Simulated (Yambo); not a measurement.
G0W0@PBEsol for a free-standing CuI monolayer (symmetry P4/nmm, slab cell 16.4 Å high) in Yambo. Reference settings: 4×4×1 Γ-centred k mesh, bands 9 to 186 and a 7 Ry block in the screening, 186 bands in G with the Bruneval-Gonze terminator, plasmon pole fitted at 27.2 eV, slab-truncated Coulomb interaction, stochastic integration of W near q = 0. The PBEsol gap Γ → Γ on this mesh is 2.15 eV; G0W0 gaps are taken between the same points.

With and without the terminator, as bands are cut:

```json
[
 {"bands in G (in W)": "73 (186)", "gap, terminator (eV)": "3.948", "gap, none (eV)": "3.902", "valence shift, terminator (eV)": "-0.863", "valence shift, none (eV)": "-0.420"},
 {"bands in G (in W)": "122 (186)", "gap, terminator (eV)": "3.909", "gap, none (eV)": "3.850", "valence shift, terminator (eV)": "-0.915", "valence shift, none (eV)": "-0.634"},
 {"bands in G (in W)": "186 (186)", "gap, terminator (eV)": "3.890", "gap, none (eV)": "3.829", "valence shift, terminator (eV)": "-0.927", "valence shift, none (eV)": "-0.736"}
]
```

Over this range the gap spans 0.058 eV with the terminator and 0.073 eV without, the valence shift 0.064 eV and 0.316 eV. Neither column has reached its limit for certain.

Spin-orbit coupling is not included.

Geometry relaxed with PBEsol; primitive cell a = b = 4.000 Å, c = 16.400 Å, α = β = γ = 90.00°.

This is a model layer cut from the bulk structure; whether it is stable on its own was not checked.

A shift is the quasiparticle energy of the state minus its PBEsol energy.
